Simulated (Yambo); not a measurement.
Yambo run on Ba$_{2}$MoCdO$_{6}$ (space group Fm-3m, No. 225). The wavefunctions are LDA (Quantum ESPRESSO, PseudoDojo norm-conserving, 102 Ry, without SOC) ones on a 2×2×2 mesh (45 occupied bands); a = 5.9926 Å, b = 5.9926 Å, c = 5.9926 Å, α = 60.00°, β = 60.00°, γ = 60.00°.

Yambo input:

```
rim_cut
gw0
dyson
el_el_corr
HF_and_locXC
ppa
em1d
RandQpts= 1000000
RandGvec= 1 Ry
EXXRLvcs= 102 Ry
VXCRLvcs= 408 Ry
Chimod= "HARTREE"
% BndsRnXp
 6 | 296 |
%
NGsBlkXp= 3 Ry
% LongDrXp
 1.0 | 1.0 | 1.0 |
%
PPAPntXp= 27.2114 eV
% GbndRnge
 1 | 296 |
%
GTermKind= "BG"
DysSolver= "n"
ExtendOut
% QPkrange
 2 | 2 | 45 | 45 |
 3 | 3 | 45 | 46 |
%
```

k points by index: 2 = L, 3 = X.

Table of the .qp output:

```
#    K-point    Band    Eo [eV]    E [eV]    E-Eo [eV]    Vxc [eV]    Vnlxc [eV]    Sc|Eo [eV]    Sc|E [eV]    dSc/dw|Eo [eV]    Re(Z)    Im(Z)
#
    2    45    0.000000    -0.399560    -0.399560    -21.36300    -26.30813    4.438846    4.545568    -7.265837    0.789255    -0.001295
    3    45    -0.079243    -0.396018    -0.316775    -19.34155    -24.42278    4.672846    4.764453    -7.865620    0.775759    -0.001481
    3    46    2.244542    3.424383    1.179840    -17.64828    -12.31133    -3.867457    -4.157104    -6.679689    0.802905    -0.001271
```
(The two width columns are left out.) Convergence of these settings isn't established.

Geometry of the Materials Project entry, not relaxed at this level.

The structure is a Materials Project entry; no match was found in the copy of COD used, and its stability was not checked.
